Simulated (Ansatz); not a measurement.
ZnO:
```xyz
4
Lattice="3.1867 0.0000 0.0000 -1.5933 2.7598 0.0000 0.0000 0.0000 5.1526" Properties=species:S:1:pos:R:3 pbc="T T T"
Zn     1.5933     0.9199     0.0092
Zn     0.0000     1.8398     2.5855
O      1.5933     0.9199     3.2122
O      0.0000     1.8398     0.6359
```

x, y and z are the axes in which the lattice vectors are written.

Give the high-frequency dielectric tensor and the Born effective charge tensors of the independent atoms from DFPT, the program Ansatz at the LDA level (PAW).


ε∞:
```
5.07  0.00  0.00
0.00  5.07  0.00
0.00  0.00  5.12
```
Z* of atom 1 (Zn), rows: field, columns: displacement, in e:
```
2.08  0.00  0.00
0.00  2.08  0.00
0.00  0.00  2.14
```
Z* of atom 3 (O), rows: field, columns: displacement, in e:
```
-2.08   0.00   0.00
 0.00  -2.08   0.00
 0.00   0.00  -2.14
```

Space group P6_3mc (wurtzite). The LDA relaxation kept the symmetry of its start.

Potentials: the later of the program's two PAW sets.
